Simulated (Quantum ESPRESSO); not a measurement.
## Ge5SiAlP (input and log of a self-consistent run)

A calculation, not a measurement. The program is pw.x of Quantum ESPRESSO 7.5 (plane-wave density functional theory). The cell is made up: 8 atoms on a zincblende/diamond lattice, with randomly drawn elements, strain and displacements, not relaxed. PseudoDojo standard norm-conserving files (v0.5 for PBE, v0.4.1 for LDA and PBEsol) set the functional; there is no spin polarisation, spin-orbit coupling or dispersion term, and the masses in the input are unused placeholders.

Input:

```
&control calculation='scf', pseudo_dir='./dojo.nc.sr.pbe.v0_5.standard.upf', outdir='./o', disk_io='low', tprnfor=.true., tstress=.true. /
&system ibrav=0, nat=8, ntyp=4, nbnd=51, ecutwfc=77.98206166, nosym=.true., tot_charge=0,
 occupations='smearing', smearing='fd', degauss=0.0073498644
/
&electrons conv_thr=7.350e-09, electron_maxstep=60, /
ATOMIC_SPECIES
Al 1.0 Al.upf
Ge 1.0 Ge.upf
P 1.0 P.upf
Si 1.0 Si.upf
CELL_PARAMETERS angstrom
5.6777 -0.0592 -0.0004
-0.0592 5.7797 -0.0479
-0.0004 -0.0479 5.8029
ATOMIC_POSITIONS angstrom
Ge -0.0312 -0.0434 0.0313
Ge 0.0048 2.8703 2.9275
Ge 2.8557 -0.1813 2.8479
Si 2.8094 2.8823 -0.0028
Ge 1.4172 1.3887 1.4985
Al 1.3326 4.3544 4.4358
P 4.2683 1.4207 4.3324
Ge 4.2367 4.3422 1.3338
K_POINTS automatic
6 6 6 1 1 1
```

The log is shortened where brackets say so; the opening notice, blank lines, dates and the lines on written files are dropped, and the path of the files is cut. It prints rydbergs, bohrs and kilobars, and counts compression as positive stress.

```
     Program PWSCF v.7.5
     Parallel version (MPI & OpenMP), running on       4 processor cores
     Number of MPI processes:                 4
     Threads/MPI process:                     1
     [start-up lines left out]
     bravais-lattice index     =            0
     lattice parameter (alat)  =      10.7299  a.u.
     unit-cell volume          =    1284.8231 (a.u.)^3
     number of atoms/cell      =            8
     number of atomic types    =            4
     number of electrons       =        82.00
     number of Kohn-Sham states=           51
     kinetic-energy cutoff     =      77.9821  Ry
     charge density cutoff     =     311.9282  Ry
     scf convergence threshold =      7.3E-09
     mixing beta               =       0.7000
     number of iterations used =            8  plain     mixing
     Exchange-correlation= PBE
                           (   1   4   3   4   0   0   0)
     [axes and pseudopotential details left out]
   Cartesian axes
     site n.     atom                  positions (alat units)
         1        Ge     tau(   1) = (  -0.0054949  -0.0076435   0.0055125  )
         2        Ge     tau(   2) = (   0.0008454   0.5055117   0.5155857  )
         3        Ge     tau(   3) = (   0.5029404  -0.0319302   0.5015667  )
         4        Si     tau(   4) = (   0.4947861   0.5076252  -0.0004931  )
         5        Ge     tau(   5) = (   0.2495945   0.2445752   0.2639129  )
         6        Al     tau(   6) = (   0.2346950   0.7668886   0.7812246  )
         7        P      tau(   7) = (   0.7517248   0.2502110   0.7630140  )
         8        Ge     tau(   8) = (   0.7461595   0.7647399   0.2349063  )
     number of k points=   108  Fermi-Dirac smearing, width (Ry)=  0.0073
     Number of k-points >= 100: set verbosity='high' to print them.
     Dense  grid:   119505 G-vectors     FFT dimensions: (  64,  64,  64)
     Estimated max dynamical RAM per process >     489.79 MB
     Estimated total dynamical RAM >       1.83 GB
     Initial potential from superposition of free atoms
     starting charge      81.9927, renormalised to      82.0000
     Starting wfcs are   57 randomized atomic wfcs
     total cpu time spent up to now is        9.4 secs
     per-process dynamical memory:   419.7 Mb
     Self-consistent Calculation
     iteration #  1     ecut=    77.98 Ry     beta= 0.70
     Davidson diagonalization with overlap
     ethr =  1.00E-02,  avg # of iterations =  3.2
     Threshold (ethr) on eigenvalues was too large:
     Diagonalizing with lowered threshold
     Davidson diagonalization with overlap
     ethr =  1.79E-04,  avg # of iterations =  6.6
     total cpu time spent up to now is       62.5 secs
     total energy              =    -920.08829887 Ry
     estimated scf accuracy    <       0.16261585 Ry
     iteration #  2     ecut=    77.98 Ry     beta= 0.70
     Davidson diagonalization with overlap
     ethr =  1.98E-04,  avg # of iterations =  2.0
     total cpu time spent up to now is       82.6 secs
     total energy              =    -920.09009181 Ry
     estimated scf accuracy    <       0.03921360 Ry
     iteration #  3     ecut=    77.98 Ry     beta= 0.70
     Davidson diagonalization with overlap
     ethr =  4.78E-05,  avg # of iterations =  3.0
     total cpu time spent up to now is      106.1 secs
     total energy              =    -920.09967028 Ry
     estimated scf accuracy    <       0.03028064 Ry
     iteration #  4     ecut=    77.98 Ry     beta= 0.70
     Davidson diagonalization with overlap
     ethr =  3.69E-05,  avg # of iterations =  2.1
     total cpu time spent up to now is      125.9 secs
     total energy              =    -920.10511318 Ry
     estimated scf accuracy    <       0.00148457 Ry
     iteration #  5     ecut=    77.98 Ry     beta= 0.70
     Davidson diagonalization with overlap
     ethr =  1.81E-06,  avg # of iterations =  8.5
     total cpu time spent up to now is      152.7 secs
     total energy              =    -920.10550448 Ry
     estimated scf accuracy    <       0.00010533 Ry
     iteration #  6     ecut=    77.98 Ry     beta= 0.70
     Davidson diagonalization with overlap
     ethr =  1.28E-07,  avg # of iterations =  2.3
     total cpu time spent up to now is      173.4 secs
     total energy              =    -920.10552921 Ry
     estimated scf accuracy    <       0.00001578 Ry
     iteration #  7     ecut=    77.98 Ry     beta= 0.70
     Davidson diagonalization with overlap
     ethr =  1.92E-08,  avg # of iterations =  2.3
     total cpu time spent up to now is      194.5 secs
     total energy              =    -920.10553315 Ry
     estimated scf accuracy    <       0.00000168 Ry
     iteration #  8     ecut=    77.98 Ry     beta= 0.70
     Davidson diagonalization with overlap
     ethr =  2.04E-09,  avg # of iterations =  2.6
     total cpu time spent up to now is      215.5 secs
     total energy              =    -920.10553363 Ry
     estimated scf accuracy    <       0.00000016 Ry
     iteration #  9     ecut=    77.98 Ry     beta= 0.70
     Davidson diagonalization with overlap
     ethr =  1.93E-10,  avg # of iterations =  3.0
     total cpu time spent up to now is      237.1 secs
     total energy              =    -920.10553368 Ry
     estimated scf accuracy    <       0.00000001 Ry
     iteration # 10     ecut=    77.98 Ry     beta= 0.70
     Davidson diagonalization with overlap
     ethr =  1.54E-11,  avg # of iterations =  3.7
     total cpu time spent up to now is      263.1 secs
     End of self-consistent calculation
     Number of k-points >= 100: set verbosity='high' to print the bands.
     the Fermi energy is     7.1458 ev
!    total energy              =    -920.10553368 Ry
     estimated scf accuracy    <          2.8E-09 Ry
     smearing contrib. (-TS)   =      -0.00180173 Ry
     internal energy E=F+TS    =    -920.10373195 Ry
     The total energy is F=E-TS. E is the sum of the following terms:
     one-electron contribution =    -570.36311867 Ry
     hartree contribution      =     333.17701485 Ry
     xc contribution           =    -227.28307764 Ry
     ewald contribution        =    -455.63455049 Ry
     convergence has been achieved in  10 iterations
     Forces acting on atoms (cartesian axes, Ry/au):
     atom    1 type  2   force =     0.01318295    0.06461652   -0.02274659
     atom    2 type  2   force =    -0.00222646    0.01699716   -0.00338698
     atom    3 type  2   force =    -0.01788952    0.03110216    0.03841139
     atom    4 type  4   force =    -0.00601330   -0.01652409   -0.01447780
     atom    5 type  2   force =     0.01305513    0.00815734   -0.01474940
     atom    6 type  1   force =     0.03460010   -0.03147255   -0.02480443
     atom    7 type  3   force =    -0.02387652   -0.01276806    0.01181306
     atom    8 type  2   force =    -0.01083237   -0.06010847    0.02994075
     Total force =     0.131188     Total SCF correction =     0.000240
     Computing stress (Cartesian axis) and pressure
          total   stress  (Ry/bohr**3)                   (kbar)     P=      -12.56
  -0.00002291   0.00006649  -0.00011575           -3.37        9.78      -17.03
   0.00006649  -0.00012703   0.00005758            9.78      -18.69        8.47
  -0.00011575   0.00005758  -0.00010630          -17.03        8.47      -15.64
     init_run     :      8.77s CPU      9.13s WALL (       1 calls)
     electrons    :    249.08s CPU    253.66s WALL (       1 calls)
     forces       :      3.17s CPU      3.18s WALL (       1 calls)
     stress       :     10.89s CPU     11.21s WALL (       1 calls)
     [timing details left out]
     PWSCF        :   4m32.31s CPU   4m37.66s WALL
     JOB DONE.
```

In other units: free energy -12518.674 eV for the cell, pressure -1.26 GPa, largest force component 1.661 eV/Å. A rerun of a related cell, with the same atoms placed differently, at 1347 eV and a 8 x 8 x 8 mesh moved values by no more than 0.002 eV in energy, 0.03 GPa in stress and 0.011 eV/Å in force.